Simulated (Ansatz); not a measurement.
Data:

Cs2NaAlH6:
```yaml
crystal:
  lattice:
    - [0.00000, 4.29627, 4.29627]
    - [4.29627, 0.00000, 4.29627]
    - [4.29627, 4.29627, 0.00000]
  atoms:
    - { symbol: Cs, position: [0.25000, 0.25000, 0.25000] }
    - { symbol: Cs, position: [0.75000, 0.75000, 0.75000] }
    - { symbol: Na, position: [0.50000, 0.50000, 0.50000] }
    - { symbol: Al, position: [0.00000, 0.00000, 0.00000] }
    - { symbol: H, position: [0.20834, 0.79166, 0.79166] }
    - { symbol: H, position: [0.79166, 0.20834, 0.20834] }
    - { symbol: H, position: [0.79166, 0.20834, 0.79166] }
    - { symbol: H, position: [0.20834, 0.79166, 0.20834] }
    - { symbol: H, position: [0.79166, 0.79166, 0.20834] }
    - { symbol: H, position: [0.20834, 0.20834, 0.79166] }
```

This is the r²SCAN-relaxed structure.

All from r²SCAN (plane waves, PAW; program Ansatz), unless another level is named. Predict the hole effective mass.

1.1, 1.1, 1.7 mₑ (principal values).

And the HSE06 gap on the r²SCAN cell?

3.16 eV.

What about the conduction-band minimum?

at Γ.

Give the weight of the valence-edge state by species (Voronoi cells).

H 94 %, Al 3 %.

Space group Fm-3m. The first step of the workflow began from a Materials Project structure, measured or hypothetical; the Crystallography Open Database copy checked does not list it. Its standing as an ambient phase is unchecked. The cell was relaxed with r²SCAN under the symmetry of its start; its stability against distortions is not shown here. Spin–orbit coupling is left out wherever it is not named.

Potentials: the later of the program's two PAW sets.
